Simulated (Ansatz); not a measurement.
TiC: from a starting cell to a relaxed one

The start is a generated trial cell of TiC in the FeSi structure type. The structure is fully relaxed (lattice and positions, P = 0) with PBEsol (plane waves to 420 eV, PAW, scalar-relativistic; Ansatz, a quantum-chemistry and plane-wave program). The first steps use a coarse 6×6×6 k-mesh.

Input geometry:
```
TiC
1.0
    4.28736     0.00000     0.00000
    0.00000     4.28736     0.00000
    0.00000     0.00000     4.28736
Ti C
4 4
Direct
  0.13652   0.13652   0.13652
  0.63652   0.36348   0.86348
  0.86348   0.63652   0.36348
  0.36348   0.86348   0.63652
  0.84240   0.84240   0.84240
  0.34240   0.65760   0.15760
  0.15760   0.34240   0.65760
  0.65760   0.15760   0.34240
```

| Item | Value |
|---|---|
| Initial pressure | +4 GPa (positive: the cell is compressed) |
| Largest initial force | about 0.8 eV/Å, on C5, C6, C7, C8 (atoms numbered as listed) |
| Outcome | The space group goes from P2₁3 (No. 198) to Fm-3m (No. 225); the end is rock salt type, with 2 atoms in the primitive cell |
| Volume change | +0.4 %, from 9.85 to 9.89 Å³/atom |
| Band gap at the end | zero (metallic) |
| Optimiser moves | 10 |

The end point of the relaxation:

```cif
data_C4Ti4
_chemical_formula_sum 'Ti4 C4'
_space_group_name_H-M_alt 'Fm-3m'
_space_group_IT_number 225
_space_group_name_Hall '-F 4 2 3'
_cell_length_a 4.29287
_cell_length_b 4.29287
_cell_length_c 4.29287
_cell_angle_alpha 90.000
_cell_angle_beta 90.000
_cell_angle_gamma 90.000
loop_
_atom_site_label
_atom_site_type_symbol
_atom_site_symmetry_multiplicity
_atom_site_Wyckoff_symbol
_atom_site_fract_x
_atom_site_fract_y
_atom_site_fract_z
_atom_site_occupancy
Ti1 Ti 4 a 0.00000 0.00000 0.00000 1
C1 C 4 b 0.50000 0.50000 0.50000 1
```
(The calculation used a cell of 2 atoms; values per cell refer to that cell.)

Final values are on a 19×19×19 k-mesh of the relaxed cell. No spin polarisation in the result.

The run could not lose the symmetry of its start.
